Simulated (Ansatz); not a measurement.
## SnTe: strain and displacement

```yaml
crystal:
  lattice:
    - [0.00000, 3.15650, 3.15650]
    - [3.15650, 0.00000, 3.15650]
    - [3.15650, 3.15650, 0.00000]
  atoms:
    - { symbol: Sn, position: [0.00000, 0.00000, 0.00000] }
    - { symbol: Te, position: [0.50000, 0.50000, 0.50000] }
```

Atoms are numbered in the order listed.

The cell is COD entry 9008726, as deposited and not checked against the literature; nothing was relaxed.

No spin–orbit coupling, which matters for the heavy atoms here.

Theory: DFT, LDA, all-electron PAW with datasets made for the crystal, scalar-relativistic (Ansatz 0.2.0).

Numerical set-up: a Γ-centred 11×11×11 k mesh, Fermi–Dirac smearing of 0.08 eV, cutoff 240 eV (chosen by the program for this cell), no spin polarisation.

The unchanged cell is at -1.71 GPa.

x, y and z are the Cartesian axes of the cell as listed; fractional coordinates follow a strain, and an engineering shear is twice the off-diagonal strain component.

Vzz stands for the principal value of largest size of the field-gradient tensor, whatever its axis.

No spin–orbit coupling: at heavy atoms the gradients can be off by tens of per cent for that reason.

(1) One change gave: energy change under 1 meV/atom; stress change (xx, yy, zz, yz, xz, xy) 0.00, 0.00, 0.00, -0.17, -0.17, -0.17 GPa, compression positive; Vzz in 10²¹ V/m²: Sn1 0 → 0.07 (η = 0.00), Te2 0 → 1.19 (η = 0.00). Which change was it?
A. equal xy, yz and zx engineering shear strains of +1 %
B. equal xy, yz and zx engineering shear strains of -2 %
C. equal xy, yz and zx engineering shear strains of +2 %
D. equal xy, yz and zx engineering shear strains of +3 %
E. equal xy, yz and zx engineering shear strains of -1 %
F. equal xy, yz and zx engineering shear strains of -3 %

Answers

(1) A. For equal xy, yz and zx engineering shear strains of -2 %: energy change +2 meV/atom; stress change (xx, yy, zz, yz, xz, xy) 0.00, 0.00, 0.00, 0.34, 0.34, 0.34 GPa, compression positive; Vzz in 10²¹ V/m²: Sn1 0 → -0.12 (η = 0.00), Te2 0 → -2.43 (η = 0.00). For equal xy, yz and zx engineering shear strains of +3 %: energy change +4 meV/atom; stress change (xx, yy, zz, yz, xz, xy) -0.01, -0.01, -0.01, -0.51, -0.51, -0.51 GPa, compression positive; Vzz in 10²¹ V/m²: Sn1 0 → 0.22 (η = 0.00), Te2 0 → 3.64 (η = 0.00). For equal xy, yz and zx engineering shear strains of -3 %: energy change +4 meV/atom; stress change (xx, yy, zz, yz, xz, xy) 0.00, 0.00, 0.00, 0.49, 0.49, 0.49 GPa, compression positive; Vzz in 10²¹ V/m²: Sn1 0 → -0.18 (η = 0.00), Te2 0 → -3.70 (η = 0.00). For equal xy, yz and zx engineering shear strains of -1 %: energy change under 1 meV/atom; stress change (xx, yy, zz, yz, xz, xy) 0.00, 0.00, 0.00, 0.17, 0.17, 0.17 GPa, compression positive; Vzz in 10²¹ V/m²: Sn1 0 → -0.06 (η = 0.00), Te2 0 → -1.20 (η = 0.00). For equal xy, yz and zx engineering shear strains of +2 %: energy change +2 meV/atom; stress change (xx, yy, zz, yz, xz, xy) 0.00, 0.00, 0.00, -0.35, -0.35, -0.35 GPa, compression positive; Vzz in 10²¹ V/m²: Sn1 0 → 0.14 (η = 0.00), Te2 0 → 2.40 (η = 0.00).
